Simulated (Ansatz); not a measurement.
TaAs:
```
CELL_PARAMETERS angstrom
     -1.72078     1.72078     5.85746
      1.72078    -1.72078     5.85746
      1.72078     1.72078    -5.85746
ATOMIC_POSITIONS crystal
  Ta 0.99929 0.99929 0.00000
  Ta 0.74929 0.24929 0.50000
  As 0.41671 0.41671 0.00000
  As 0.16671 0.66671 0.50000
```

Relaxed with r²SCAN. Special points in fractions of this cell's reciprocal vectors: Γ (0.000, 0.000, 0.000); X (0.000, 0.000, 0.500); P (0.250, 0.250, 0.250); N (0.000, 0.500, 0.000); M (0.500, 0.500, -0.500); S (0.272, 0.728, -0.272); S0 (-0.272, 0.272, 0.272); R (-0.043, 0.043, 0.500); G (0.500, 0.500, -0.043).

### Question
List the band energies nearest the Fermi level at these points for the program Ansatz at the r²SCAN level (PAW).

### Answer
In eV from the Fermi level; about four levels below and three above (degenerate sets whole), none deeper than 8.9 eV; points with the same levels are listed once.

```
k                    below                above
-  -----------------------  -------------------
Γ  -2.47 -2.06 -1.81 -1.81       0.95 1.65 2.49
X  -3.47 -3.47 -1.27 -1.27  3.00 3.00 3.23 3.23
P  -3.48 -3.48 -1.27 -1.27  3.01 3.01 3.22 3.22
N  -2.64 -2.53 -1.68 -0.34       0.14 1.45 2.41
M  -2.92 -2.92 -1.13 -1.13  1.28 1.28 2.42 2.42
S  -2.62 -2.62 -1.89 -0.09       0.04 1.80 2.29
R  -3.45 -3.45 -1.29 -1.29  2.82 2.82 3.17 3.17
```

Space group I4_1md. The r²SCAN relaxation kept the symmetry of its start. The run is not spin-polarised. A small band overlap can be real or an error of a semilocal functional. The Fermi level of a semimetal is unsure by some 0.05 eV on such meshes. Spin–orbit coupling is left out wherever it is not named.

Potentials: the later of the program's two PAW sets.
